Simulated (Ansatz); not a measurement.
# Every step of a relaxation of bcc Fe (111), 4 layers

DFT, PBE, PAW with Ansatz's default frozen-core files, scalar-relativistic (Ansatz 0.2.0); a Γ-centred 11×11×1 k mesh, Fermi–Dirac smearing of 0.1 eV, spin-polarised from start moments Fe1 2.5, Fe2 2.5, Fe3 2.5, Fe4 2.5 μB. The run relaxes the atoms in the fixed cell.

Command: `ansatz run input.yaml --threads 2 --pin off --max-ram 4096MiB --backend cpu --events-out ev --progress --plain --runs-dir out` It took 93 s on 2 threads of Arm Neoverse V1 (shared host), peak memory 0.58 GiB.

```yaml
crystal:
  lattice:
    - [4.004138287, 0.0, 0.0]
    - [-2.0020691435, 3.4676854768, 0.0]
    - [0.0, 0.0, 15.452]
  atoms:
    - { symbol: Fe, position: [0.0, 0.0, 0.4206567462], spin: 2.5 }
    - { symbol: Fe, position: [0.333333334, 0.666666666, 0.4735522485], spin: 2.5 }
    - { symbol: Fe, position: [0.666666667, 0.333333333, 0.5264477512], spin: 2.5 }
    - { symbol: Fe, position: [0.0, 0.0, 0.5793432538], spin: 2.5 }
magnetization:
  spin_polarized: true
kpoints:
  mp_grid: { grid: [11, 11, 1] }
scf:
  occupations: { method: fermi_dirac, width: 0.1 }
hamiltonian:
  xc: pbe
  pseudopotentials: { kind: paw }
output:
  forces: true
  stress: true
  eigenvalues: true
relax:
  f_tol: 0.01
  max_steps: 40
efield:
  axis: 3
  amplitude: 0
  dipole_correction: true
```

Each step lists its free energy a cell above the last geometry, and Cartesian positions (Å) with forces (eV/Å).

The first step:

```
step 1  dF = 386.98 meV
  Fe 0.0000 0.0000 6.5000   0.0000 0.0000 0.7048
  Fe 0.0000 2.3118 7.3173   0.0000 0.0000 1.3820
  Fe 2.0021 1.1559 8.1347   0.0000 0.0000 -1.3820
  Fe 0.0000 0.0000 8.9520   0.0000 0.0000 -0.7048
```

The magnetic state is the one reached from the start moments; other orders weren't searched.

Problem. Where does the relaxation end, and by which steps?

Solution. After 5 geometries, with a shortest distance of 2.254 Å and a cell moment of 10.78 μB. The further steps:
```
step 2  dF = 96.44 meV
  Fe 0.0000 0.0000 6.5508   0.0000 0.0000 0.4610
  Fe 0.0000 2.3118 7.4250   0.0000 0.0000 0.7096
  Fe 2.0021 1.1559 8.0270   0.0000 0.0000 -0.7096
  Fe 0.0000 0.0000 8.9012   0.0000 0.0000 -0.4610
step 3  dF = 4.38 meV
  Fe 0.0000 0.0000 6.6153   0.0000 0.0000 -0.2723
  Fe 0.0000 2.3118 7.5340   0.0000 0.0000 0.0018
  Fe 2.0021 1.1559 7.9180   0.0000 0.0000 -0.0018
  Fe 0.0000 0.0000 8.8367   0.0000 0.0000 0.2723
step 4  dF = 0.06 meV
  Fe 0.0000 0.0000 6.5972   0.0000 0.0000 0.0271
  Fe 0.0000 2.3118 7.5324   0.0000 0.0000 -0.0115
  Fe 2.0021 1.1559 7.9196   0.0000 0.0000 0.0115
  Fe 0.0000 0.0000 8.8548   0.0000 0.0000 -0.0271
step 5  dF = 0.00 meV
  Fe 0.0000 0.0000 6.5988   0.0000 0.0000 0.0008
  Fe 0.0000 2.3118 7.5311   0.0000 0.0000 -0.0018
  Fe 2.0021 1.1559 7.9209   0.0000 0.0000 0.0018
  Fe 0.0000 0.0000 8.8532   0.0000 0.0000 -0.0008
```
